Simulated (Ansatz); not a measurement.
Te:
```
CELL_PARAMETERS angstrom
      3.18896     0.00000     0.00000
      0.00000     3.18896     0.00000
      0.00000     0.00000     3.18896
ATOMIC_POSITIONS crystal
  Te 0.00000 0.00000 0.00000
```

Relaxed with r²SCAN. Special points in fractions of this cell's reciprocal vectors: Γ (0.000, 0.000, 0.000); X (0.000, 0.500, 0.000); M (0.500, 0.500, 0.000); R (0.500, 0.500, 0.500).

Task: List the band energies nearest the Fermi level at these points for plane-wave PAW r²SCAN with spin–orbit coupling (Ansatz code).

Result: In eV from the Fermi level; about four levels below and three above (degenerate sets whole), none deeper than 8.9 eV; points with the same levels are listed once.

| k | below | above |
|---|---|---|
| Γ | – | 0.44 0.44 1.51 1.51 1.51 1.51 |
| X | -6.43 -6.43 | 2.20 2.20 3.05 3.05 |
| M | -5.07 -5.07 -4.57 -4.57 | 2.33 2.33 4.06 4.06 |
| R | -3.05 -3.05 -3.05 -3.05 | 4.73 4.73 4.73 4.73 |

Space group Pm-3m (simple cubic). The start of the workflow was typed in or built on a structure type; neither database checked (COD, Materials Project) lists it. It is not the phase usual at ambient conditions (space group No. 152). Symmetry was held in the r²SCAN relaxation; its stability against distortions is not shown here.

Potentials: the earlier of the program's two PAW sets.
